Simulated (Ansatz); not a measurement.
A scan (energy against volume; even scaling of the relaxed cell, symmetry kept) gave these values. Method: PBE (plane waves to 420 eV, PAW, scalar-relativistic; Ansatz, a first-principles code).

The bulk modulus B₀ (third-order Birch-Murnaghan fit) is 44.6 GPa and the pressure derivative B₀′ (fit) is 4.8. The equilibrium volume of the fit comes out as 30.00 Å³/atom.

Question: Of these crystals, all scanned alike, which one is it?
A) GaSb (zinc blende)
B) Ni (fcc, Cu type)
C) Cu (fcc, Cu type)
D) CdTe (zinc blende)

Answer: A, GaSb (zinc blende). The others have, for the bulk modulus: CdTe 35.0 GPa, Cu 141 GPa, Ni 197 GPa

All were relaxed with their symmetry unable to fall. At this level the bands of GaSb touch or barely overlap; measurements give the solid a gap. Cu is run without spin polarisation. Relaxed Ni ends ferromagnetic. Spin-orbit coupling is left out. The PAW data are Ansatz's earlier set. The magnetic order is the one the run started from; other orders were not tried. (This holds for the magnetic or f-shell members.)

(Under strain, the slope of the energy per volume gives the stress and its curvature an elastic modulus.)
